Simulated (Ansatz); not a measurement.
In DFT-r²SCAN+D4 in the program Ansatz with PAW potentials, BN in the hexagonal phase (P6_222; B on 3d, N on 3c) relaxes to a = 2.597 Å, c = 5.824 Å. Its formation energy from the elements is -0.36 eV/atom, with no fitted shifts.

It is gapped at this level: 4.26 eV (indirect). The valence maximum lies at Γ and the conduction minimum at M (3 equivalent valleys). HSE06 on the same cell gives 5.03 eV. The hole mass is 0.38, 3.0, 3.0 mₑ (principal values).

The bulk modulus is 396 GPa. The relaxed-ion elastic constants in GPa are C11 = 908, C12 = 156, C13 = 84.6, C33 = 1050, C44 = 328. The elastic constants imply a Debye temperature near 1850 K. Bader charges are B +2.19, N -2.19 e.

The start of the workflow was typed in or built on a structure type; neither database checked (COD, Materials Project) lists it. It is not the phase usual at ambient conditions (space group No. 186, 194, 216). The r²SCAN+D4 relaxation kept the symmetry of its start; its stability against distortions is not shown here. The references are the lowest solids computed at this level, not always the standard phases (solids in place of the gases).

Potentials: the later of the program's two PAW sets.
